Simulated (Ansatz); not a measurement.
PbTe (rock salt)

```xyz
4
Lattice="0.0000 6.5694 6.5694 3.2847 0.0000 3.2847 3.2847 3.2847 0.0000" Properties=species:S:1:pos:R:3 pbc="T T T"
Te     0.0000     0.0000     0.0000
Te     3.2847     6.5694     3.2847
Pb     3.2847     3.2847     3.2847
Pb     3.2847     6.5694     6.5694
```

The atoms are displaced by Q × the pattern below (from a DFPT mode at L = (0.5, 0.0, 0.0), largest move 1; Q in Å), at fixed cell. (q is in reciprocal vectors of the primitive cell; the cell shown is doubled to hold the pattern.)

```csv
atom,x,y,z
Te1,0.577,-0.577,-0.577
Te2,-0.577,0.577,0.577
```

Atoms not listed stay in place.

These are PBE (plane waves to 420 eV, PAW, scalar-relativistic; Ansatz, a program for electronic structure) values and carry that method's errors. k mesh 9×9×9 (Γ-centred), Fermi-Dirac smearing 0.05 eV. Energies are smeared free energies. Compression counts positive. PbTe was relaxed with its symmetry unable to fall. Spin-orbit coupling is left out, though Pb and Te are heavy. The PAW data are Ansatz's earlier set. ΔE is measured from the undisplaced structure.

```
Q (Å)   P (GPa)  −dE/dQ from forces (eV/Å)  ΔE (eV/cell)
------  -------  -------------------------  ------------
-0.180     0.38                      1.727        0.1556
-0.150     0.27                      1.440           ___
-0.120     0.17                      1.153           ___
-0.090     0.10                      0.865        0.0389
-0.060     0.05                      0.577           ___
-0.030     0.01                      0.289        0.0043
0.000      0.00                      0.000        0.0000
0.030      0.01                     -0.289        0.0043
0.060      0.05                     -0.577           ___
0.090      0.10                     -0.865        0.0389
0.120      0.17                     -1.153           ___
0.150      0.27                     -1.440           ___
0.180      0.38                     -1.727        0.1556
```

Task: Fill in the missing entries.

Result: 
- -0.150, ΔE (eV/cell): 0.1081
- -0.120, ΔE (eV/cell): 0.0692
- -0.060, ΔE (eV/cell): 0.0173
- 0.060, ΔE (eV/cell): 0.0173
- 0.120, ΔE (eV/cell): 0.0692
- 0.150, ΔE (eV/cell): 0.1081

(A displaced cell: forces are minus the slopes of the energy, force constants its curvatures, and phonons follow from these.)
